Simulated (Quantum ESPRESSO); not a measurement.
# Ru3Ti2Cu2Mo: input and log of a self-consistent run

Computed values, not a measurement. The program is pw.x of Quantum ESPRESSO 7.5 (plane-wave density functional theory). The cell is made up: eight metal atoms on a hexagonal close-packed lattice, with elements, volume, strain and displacements drawn at random and not relaxed, so it may be unstable or far from any real phase. PseudoDojo standard norm-conserving files set the functional (PBE unless stated); there is no spin polarisation or spin-orbit coupling, the Fermi-Dirac width of 0.25 eV means electrons at about 2900 K, and the masses in the input are unused placeholders. The copper pseudopotential is less sure than most, with forces differing by about three percent and pressure by about two GPa from a second method on plain copper. A spin test at this wide smearing found no moment, but such smearing suppresses magnetism that the real alloy may have.

Input:

```
&control calculation='scf', pseudo_dir='./dojo.nc.sr.pbe.v0_5.standard.upf', outdir='./o', disk_io='minimal', tprnfor=.true., tstress=.true. /
&system ibrav=0, nat=8, ntyp=4, nbnd=78, ecutwfc=92.02030273, nosym=.true., tot_charge=0,
 occupations='smearing', smearing='fd', degauss=0.0183746611
/
&electrons conv_thr=1.470e-08, electron_maxstep=70, mixing_beta=0.5 /
ATOMIC_SPECIES
Cu 1.0 Cu.upf
Mo 1.0 Mo.upf
Ru 1.0 Ru.upf
Ti 1.0 Ti.upf
CELL_PARAMETERS angstrom
0.0086 -0.028 4.5772
5.4612 0.0668 0.0104
-2.6727 4.7271 -0.0345
ATOMIC_POSITIONS angstrom
Ru -0.1829 -0.0459 -0.031
Ru -1.2472 2.3699 -0.1012
Ru 2.7962 0.1216 0.0741
Ti 1.4423 2.3248 -0.0836
Cu -0.0282 1.6074 2.3732
Ti -1.2812 3.9578 2.2707
Cu 2.8274 1.6115 2.385
Mo 1.3414 3.9364 2.2832
K_POINTS automatic
5 5 5 1 1 1
```

The log is shortened where brackets say so; the opening notice, blank lines, dates and the lines on written files are dropped, and the path of the files is cut. It prints rydbergs, bohrs and kilobars, and counts compression as positive stress. Its total energy is the free energy E - TS of the whole cell.

```
     Program PWSCF v.7.5
     Parallel version (MPI & OpenMP), running on       4 processor cores
     Number of MPI processes:                 4
     Threads/MPI process:                     1
     [start-up lines left out]
     bravais-lattice index     =            0
     lattice parameter (alat)  =       8.6498  a.u.
     unit-cell volume          =     802.8871 (a.u.)^3
     number of atoms/cell      =            8
     number of atomic types    =            4
     number of electrons       =       124.00
     number of Kohn-Sham states=           78
     kinetic-energy cutoff     =      92.0203  Ry
     charge density cutoff     =     368.0812  Ry
     scf convergence threshold =      1.5E-08
     mixing beta               =       0.5000
     number of iterations used =            8  plain     mixing
     Exchange-correlation= PBE
                           (   1   4   3   4   0   0   0)
     [axes and pseudopotential details left out]
   Cartesian axes
     site n.     atom                  positions (alat units)
         1        Ru     tau(   1) = (  -0.0399581  -0.0100278  -0.0067726  )
         2        Ru     tau(   2) = (  -0.2724754   0.5177513  -0.0221091  )
         3        Ru     tau(   3) = (   0.6108850   0.0265659   0.0161886  )
         4        Ti     tau(   4) = (   0.3150989   0.5078984  -0.0182641  )
         5        Cu     tau(   5) = (  -0.0061608   0.3511682   0.5184723  )
         6        Ti     tau(   6) = (  -0.2799034   0.8646594   0.4960792  )
         7        Cu     tau(   7) = (   0.6177012   0.3520639   0.5210502  )
         8        Mo     tau(   8) = (   0.2930553   0.8599841   0.4988100  )
     number of k points=    63  Fermi-Dirac smearing, width (Ry)=  0.0184
                       cart. coord. in units 2pi/alat
        k(    1) = (   0.0818634   0.1438516   0.1007282), wk =   0.0320000
        k(    2) = (   0.0795085   0.3361906   0.1019092), wk =   0.0320000
     [further k points left out]
     Dense  grid:    95749 G-vectors     FFT dimensions: (  54,  64,  64)
     Estimated max dynamical RAM per process >     396.63 MB
     Estimated total dynamical RAM >       1.48 GB
     Initial potential from superposition of free atoms
     starting charge     123.9924, renormalised to     124.0000
     Starting wfcs are   80 randomized atomic wfcs
     total cpu time spent up to now is        4.7 secs
     per-process dynamical memory:   326.5 Mb
     Self-consistent Calculation
     iteration #  1     ecut=    92.02 Ry     beta= 0.50
     Davidson diagonalization with overlap
     ethr =  1.00E-02,  avg # of iterations =  4.3
     total cpu time spent up to now is       16.8 secs
     total energy              =   -1734.94136721 Ry
     estimated scf accuracy    <      12.44652882 Ry
     iteration #  2     ecut=    92.02 Ry     beta= 0.50
     Davidson diagonalization with overlap
     ethr =  1.00E-02,  avg # of iterations =  3.0
     total cpu time spent up to now is       28.8 secs
     total energy              =   -1741.46406777 Ry
     estimated scf accuracy    <      30.52323916 Ry
     iteration #  3     ecut=    92.02 Ry     beta= 0.50
     Davidson diagonalization with overlap
     ethr =  1.00E-02,  avg # of iterations =  2.0
     total cpu time spent up to now is       39.1 secs
     total energy              =   -1742.84261452 Ry
     estimated scf accuracy    <      13.45858689 Ry
     iteration #  4     ecut=    92.02 Ry     beta= 0.50
     Davidson diagonalization with overlap
     ethr =  1.00E-02,  avg # of iterations =  1.1
     total cpu time spent up to now is       47.6 secs
     total energy              =   -1743.12048446 Ry
     estimated scf accuracy    <       4.87301552 Ry
     iteration #  5     ecut=    92.02 Ry     beta= 0.50
     Davidson diagonalization with overlap
     ethr =  3.93E-03,  avg # of iterations =  3.1
     total cpu time spent up to now is       57.2 secs
     total energy              =   -1742.84412923 Ry
     estimated scf accuracy    <       3.12606275 Ry
     [iterations 6 to 17 left out]
     iteration # 18     ecut=    92.02 Ry     beta= 0.50
     Davidson diagonalization with overlap
     ethr =  1.35E-08,  avg # of iterations =  2.1
     total cpu time spent up to now is      181.0 secs
     total energy              =   -1742.95945893 Ry
     estimated scf accuracy    <       0.00000130 Ry
     iteration # 19     ecut=    92.02 Ry     beta= 0.50
     Davidson diagonalization with overlap
     ethr =  1.05E-09,  avg # of iterations =  2.6
     total cpu time spent up to now is      190.7 secs
     total energy              =   -1742.95945896 Ry
     estimated scf accuracy    <       0.00000221 Ry
     iteration # 20     ecut=    92.02 Ry     beta= 0.50
     Davidson diagonalization with overlap
     ethr =  1.05E-09,  avg # of iterations =  1.4
     total cpu time spent up to now is      199.3 secs
     total energy              =   -1742.95945906 Ry
     estimated scf accuracy    <       0.00000029 Ry
     iteration # 21     ecut=    92.02 Ry     beta= 0.50
     Davidson diagonalization with overlap
     ethr =  2.33E-10,  avg # of iterations =  2.3
     total cpu time spent up to now is      209.5 secs
     total energy              =   -1742.95945908 Ry
     estimated scf accuracy    <       0.00000081 Ry
     iteration # 22     ecut=    92.02 Ry     beta= 0.50
     Davidson diagonalization with overlap
     ethr =  2.33E-10,  avg # of iterations =  1.3
     total cpu time spent up to now is      218.2 secs
     End of self-consistent calculation
     [lines on levels left out]
!    total energy              =   -1742.95945914 Ry
     estimated scf accuracy    <          3.0E-09 Ry
     smearing contrib. (-TS)   =      -0.13460191 Ry
     internal energy E=F+TS    =   -1742.82485723 Ry
     The total energy is F=E-TS. E is the sum of the following terms:
     one-electron contribution =    -718.36904893 Ry
     hartree contribution      =     428.79123989 Ry
     xc contribution           =    -251.00793052 Ry
     ewald contribution        =   -1202.23911767 Ry
     convergence has been achieved in  22 iterations
     Forces acting on atoms (cartesian axes, Ry/au):
     atom    1 type  3   force =     0.07003967    0.00127516    0.00775950
     atom    2 type  3   force =    -0.01363568    0.02454985    0.02836621
     atom    3 type  3   force =    -0.05915076   -0.01440625    0.00393905
     atom    4 type  4   force =    -0.00581754   -0.02020569    0.02943997
     atom    5 type  1   force =     0.01308259   -0.01449634   -0.03381711
     atom    6 type  4   force =    -0.02218298    0.00176390   -0.00248363
     atom    7 type  1   force =    -0.00785698    0.00736848   -0.02660832
     atom    8 type  2   force =     0.02552168    0.01415088   -0.00659568
     Total force =     0.123842     Total SCF correction =     0.000342
     Computing stress (Cartesian axis) and pressure
          total   stress  (Ry/bohr**3)                   (kbar)     P=      -39.13
  -0.00006112  -0.00019010  -0.00007271           -8.99      -27.97      -10.70
  -0.00019010  -0.00008094   0.00007174          -27.97      -11.91       10.55
  -0.00007271   0.00007174  -0.00065602          -10.70       10.55      -96.50
     init_run     :      4.49s CPU      4.62s WALL (       1 calls)
     electrons    :    208.72s CPU    213.44s WALL (       1 calls)
     forces       :      1.47s CPU      1.47s WALL (       1 calls)
     stress       :      4.92s CPU      4.92s WALL (       1 calls)
     [timing details left out]
     PWSCF        :   3m39.71s CPU   3m44.61s WALL
     JOB DONE.
```

In other units: free energy -23714.172 eV for the cell, pressure -3.91 GPa, largest force component 1.801 eV/Å in size. The run took 226 s of wall time with four MPI processes on a shared machine (AMD EPYC, Zen 5, virtual cores), so the time is rough. A rerun of this cell at a higher cutoff and on a denser mesh moved values by no more than 0.006 eV in energy, 0.05 GPa in stress and 0.007 eV/Å in force, and a second program with other atomic files agreed on that cell to 2 % rms in force and 0.5 GPa in pressure.